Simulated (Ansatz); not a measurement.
NaCl, first-principles data

NaCl:
```cif
data_ClNa
_chemical_formula_sum 'Na1 Cl1'
_space_group_name_H-M_alt 'Pm-3m'
_space_group_IT_number 221
_space_group_name_Hall '-P 4 2 3'
_cell_length_a 3.48205
_cell_length_b 3.48205
_cell_length_c 3.48205
_cell_angle_alpha 90.000
_cell_angle_beta 90.000
_cell_angle_gamma 90.000
loop_
_atom_site_label
_atom_site_type_symbol
_atom_site_symmetry_multiplicity
_atom_site_Wyckoff_symbol
_atom_site_fract_x
_atom_site_fract_y
_atom_site_fract_z
_atom_site_occupancy
Na1 Na 1 a 0.00000 0.00000 0.00000 1
Cl1 Cl 1 b 0.50000 0.50000 0.50000 1
```

Space group Pm-3m (No. 221), CsCl type; conventional cell a = b = c = 3.4821 Å, α = β = γ = 90.00°.

Method: DFT-HSE06 in the program Ansatz with PAW potentials. The cell and atoms are relaxed at this level. Other levels are named where they apply.

### Cell and energy

```json
{
 "volume_per_atom": "21.11 Å³",
 "density": "2.30 g/cm³"
}
```

### Electronic structure

```json
{
 "band_gap": "5.36 eV (indirect)",
 "valence_band_maximum": "at M",
 "conduction_band_minimum": "at Γ",
 "smallest_direct_gap_on_the_standard_path": "5.90 eV"
}
```

### Mechanics

```json
{
 "Bulk modulus (Birch–Murnaghan fit)": "27.1 GPa",
 "Pressure derivative B′": "4.7"
}
```

### Charges

```json
{
 "bader_charges": "Na +0.89, Cl -0.89 e"
}
```

This is a known high-pressure phase of the composition, computed here at zero pressure and temperature. The cell was relaxed with HSE06 under the symmetry of its start; whether a distortion lowers the energy is not shown. The hybrid was solved on a coarse mesh, the path and, where they were found, the r²SCAN edge points; its band edges are the extreme levels among these.

Potentials: the later of the program's two PAW sets.
